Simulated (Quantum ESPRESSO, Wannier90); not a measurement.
Wannierisation of SiC (zinc blende)

Cell from Materials Project (mp-8062), symmetrised, no further relaxation. COD (Crystallography Open Database) has the formula in 5 space groups, this one among them (matched by group alone). Method: PBEsol plane waves in Quantum ESPRESSO 7.5 (PseudoDojo norm-conserving files, 66 Ry, no spin polarisation, no spin-orbit coupling), Bloch states on a 12×12×12 mesh through Γ, Wannier90 4.0.1. Density: 12×12×12 mesh, cold smearing 0.01 Ry.

```
begin unit_cell_cart
ang
    0.0000000000    2.1769950000    2.1769950000
    2.1769950000    0.0000000000    2.1769950000
    2.1769950000    2.1769950000    0.0000000000
end unit_cell_cart
mp_grid = 12 12 12
```

Q: Which shells of neighbouring k-points and which b-vectors and weights does Wannier90 pick for this cell and mesh?

A: 
```
 *---------------------------------- K-MESH ----------------------------------*
 +----------------------------------------------------------------------------+
 |                    Distance to Nearest-Neighbour Shells                    |
 |                    ------------------------------------                    |
 |          Shell             Distance (Ang^-1)          Multiplicity         |
 |          -----             -----------------          ------------         |
 |             1                   0.208292                      8            |
 |             2                   0.240514                      6            |
 |             3                   0.340139                     12            |
 |             4                   0.398848                     24            |
 |             5                   0.416583                      8            |
 |             6                   0.481029                      6            |
 |             7                   0.524189                     24            |
 |             8                   0.537807                     24            |
       ... (lines left out)
 +----------------------------------------------------------------------------+
 | The b-vectors are chosen automatically                                     |
 | The following shells are used:                       1                     |
 +----------------------------------------------------------------------------+
 |                        Shell   # Nearest-Neighbours                        |
 |                        -----   --------------------                        |
 |                          1               8                                 |
 +----------------------------------------------------------------------------+
 | Completeness relation is fully satisfied [Eq. (B1), PRB 56, 12847 (1997)]  |
 +----------------------------------------------------------------------------+
 |                  b_k Vectors (Ang^-1) and Weights (Ang^2)                  |
 |                  ----------------------------------------                  |
 |            No.         b_k(x)      b_k(y)      b_k(z)        w_b           |
 |            ---        --------------------------------     --------        |
 |             1         0.120257    0.120257   -0.120257     8.643460        |
 |             2         0.120257   -0.120257    0.120257     8.643460        |
 |             3        -0.120257    0.120257    0.120257     8.643460        |
 |             4         0.120257    0.120257    0.120257     8.643460        |
 |             5        -0.120257   -0.120257    0.120257     8.643460        |
 |             6        -0.120257    0.120257   -0.120257     8.643460        |
 |             7         0.120257   -0.120257   -0.120257     8.643460        |
 |             8        -0.120257   -0.120257   -0.120257     8.643460        |
```
